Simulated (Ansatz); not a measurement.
# A plane-wave run on LiHg4

The input, for Ansatz 0.2.0 (plane waves, PAW):

```yaml
crystal:
  lattice:
    - [0.0, 6.071453, 0.0]
    - [5.924214, -3.035726, 0.0]
    - [-0.20453, 3.035726, -10.197291]
  atoms:
    - { symbol: Li, position: [0.9258, 0.75, 0.75] }
    - { symbol: Li, position: [0.0742, 0.25, 0.25] }
    - { symbol: Hg, position: [0.9698, 0.4509, 0.8035] }
    - { symbol: Hg, position: [0.3224, 0.0491, 0.6965] }
    - { symbol: Hg, position: [0.0302, 0.5491, 0.1965] }
    - { symbol: Hg, position: [0.6776, 0.9509, 0.3035] }
    - { symbol: Hg, position: [0.7493, 0.6467, 0.5765] }
    - { symbol: Hg, position: [0.6791, 0.8533, 0.9235] }
    - { symbol: Hg, position: [0.2507, 0.3533, 0.4235] }
    - { symbol: Hg, position: [0.3209, 0.1467, 0.0765] }
  symmetry: { tolerance: 0.0003 }
kpoints:
  mp_grid: { grid: [5, 5, 5], shift: [0, 0, 0] }
  band_path:
    path:
      - [0.0, 0.0, 0.0]
      - [0.67259619, -0.33629809, 0.33629809]
      - [0.32740381, -0.66370191, 0.66370191]
      - [0.0, -0.5, 0.5]
      - [0.0, 0.0, 0.0]
      - [0.0, -0.5, 0.0]
      - [0.41296897, -0.70648448, 0.20648448]
      - [0.58703103, -0.29351552, -0.20648448]
      - [0.0, 0.0, -0.5]
      - [0.0, 0.0, 0.0]
      - [0.5, -0.5, 0.0]
    npoints: 6
magnetization:
  spin_polarized: false
scf:
  occupations: { method: fermi_dirac }
  lower_state_search: "off"
  max_iter: 200
hamiltonian:
  pseudopotentials: { kind: paw }
  xc: pbe
basis:
  ecutwfc: 420
  fft_grid_basis: typed
output:
  forces: true
  stress: true
  eigenvalues: true
  bader: true
  populations: true
  elf: true
  write_potential: true
  volumetric_format: npy
  dos:
    e_range: [-12, 8]
    de: 0.05
    projected: { site_lists: { Hg: [Hg], Li: [Li] } }
checkpoint:
  read: saved_state
```

The run starts from an earlier solution of this cell. 

Output (shortened):

```
SCF iter   1: F=—  Δρ=4.01e-4  dr2=7.79e-4
SCF iter   2: F=—  Δρ=2.38e-4  dr2=2.58e-4
SCF iter   3: F=—  Δρ=1.31e-4  dr2=8.73e-5
SCF iter   4: F=—  Δρ=4.84e-5  dr2=1.56e-5
SCF iter   5: F=—  Δρ=1.95e-5  dr2=1.52e-6
SCF iter   6: F=-110914.7318 eV  Δρ=2.97e-6  dr2=4.59e-8
Free energy (F): -110914.7318 eV
Harris-Foulkes:  -110914.7318 eV  (|F-HF|=3.64e-8)
Internal energy: -110914.5560 eV  (E = F + TS)
E sigma→0 (E₀):  -110914.6439 eV
Entropy (-TS):   -0.1758 eV (-17.576 meV/atom)
Fermi energy:    6.8025 eV
--- Per-component energies (eV) ---
  E_band       = -4596.7038
  E_kinetic    = 4890.9117
  E_local      = -28478.0945  (includes V_loc(G=0)·N_el)
  E_nonlocal   = 515.2082
  E_hartree    = 12092.8612
  E_xc         = -1783.4066
  E_vxc        = -2122.1366  (∫ρ·V_xc dr)
  E_paw        = -79610.6853  (= ΣΔE_a)
  E_vpaw       = -3588.3022  (= ΣTr[D̂ρ^β])
  E_aug_tail   = 0.0074  (compensation charges beyond the density's cutoff)
  E_ewald      = -18541.3582
  E_smearing   = -0.1758  (= −TS)
--- Stress (GPa, compression-positive) ---
        1.7507       0.0000      -0.3930
        0.0000       1.9259       0.0000
       -0.3930       0.0000       2.2708
  P = ⅓ Tr σ = 1.9824 GPa (19.824 kbar)
--- Löwdin populations: 10 sites ---
  site symbol       q [e]
     0     Li      2.7547
     1     Li      2.7547
     2     Hg     19.8000
     3     Hg     19.8000
     4     Hg     19.8000
     5     Hg     19.8000
     6     Hg     19.7896
     7     Hg     19.7896
     8     Hg     19.7896
     9     Hg     19.7896
  spilling = 0.0128 (of n_electrons = 166.0000)
--- Bader charges: 10 sites ---
  site symbol  charge [e]  shift [e]
     0     Li      0.8121     0.0016
     1     Li      0.8121     0.0016
     2     Hg     -0.1947     0.0004
     3     Hg     -0.1947     0.0004
     4     Hg     -0.1947     0.0004
     5     Hg     -0.1947     0.0004
     6     Hg     -0.2114     0.0004
     7     Hg     -0.2114     0.0004
     8     Hg     -0.2114     0.0004
     9     Hg     -0.2114     0.0004
```

Origin: a known structure type with other elements, at an estimated volume, so it need not be a known compound. Caveats: atoms or cell far from equilibrium.
